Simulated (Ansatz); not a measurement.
SrMg₂Sb₂:
```yaml
crystal:
  lattice:
    - [4.69610, 0.00000, 0.00000]
    - [-2.34805, 4.06694, 0.00000]
    - [0.00000, 0.00000, 7.74824]
  atoms:
    - { symbol: Sr, position: [0.00000, 0.00000, 0.00000] }
    - { symbol: Mg, position: [0.66667, 0.33333, 0.37161] }
    - { symbol: Mg, position: [0.33333, 0.66667, 0.62839] }
    - { symbol: Sb, position: [0.33333, 0.66667, 0.25394] }
    - { symbol: Sb, position: [0.66667, 0.33333, 0.74606] }
```

Relaxed with PBEsol.

Problem. Give the Bader charges and basin volumes of the independent atoms, DFT-PBEsol in the program Ansatz with PAW potentials.

Solution. 

```
atom  Bader charge (e)  Bader volume (Å³)
----  ----------------  -----------------
Sr1              +1.35               21.1
Mg2              +1.47                8.6
Sb4              -2.14               54.9
```

Space group P-3m1. The first step of the workflow began from a Materials Project structure, measured or hypothetical; the Crystallography Open Database files this formula in space group No. 164, but the cells were not matched. Its standing as an ambient phase is unchecked. The PBEsol relaxation kept the symmetry of its start; its stability against distortions is not shown here. Spin–orbit coupling is left out wherever it is not named.

Potentials: the later of the program's two PAW sets.
